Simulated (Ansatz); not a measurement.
Data:

Sn:
Space group P6₃/mmc (No. 194); a = b = 3.3140 Å, c = 5.6762 Å, α = β = 90.00°, γ = 120.00°

| atom | site | symmetry | x | y | z |
|---|---|---|---|---|---|
| Sn | 2c | -6m2 | 0.3333 | 0.6667 | 0.2500 |

This is the r²SCAN-relaxed structure.

Task: All from the program Ansatz at the r²SCAN level (PAW), unless another level is named. Estimate the density of states at the Fermi level.

Result: 0.49 states/eV per atom (mean over ±0.08 eV).

Task: Next, the gap with spin–orbit coupling?

Result: none (metallic).

Space group P6_3/mmc (hcp (Mg type)). The cell is a constructed one: a structure type filled with these elements; neither database checked (COD, Materials Project) lists it. It is not the phase usual at ambient conditions (space group No. 141). The cell keeps a stress of up to 0.2 GPa. The cell was relaxed with r²SCAN under the symmetry of its start; of distortions, only those at the zone centre were tested, and some modes there are weakly imaginary. Axis ratios of metals converge slowly with the k-mesh, so a and c are less sure than the volume. Spin–orbit coupling is left out wherever it is not named.

Potentials: the later of the program's two PAW sets.
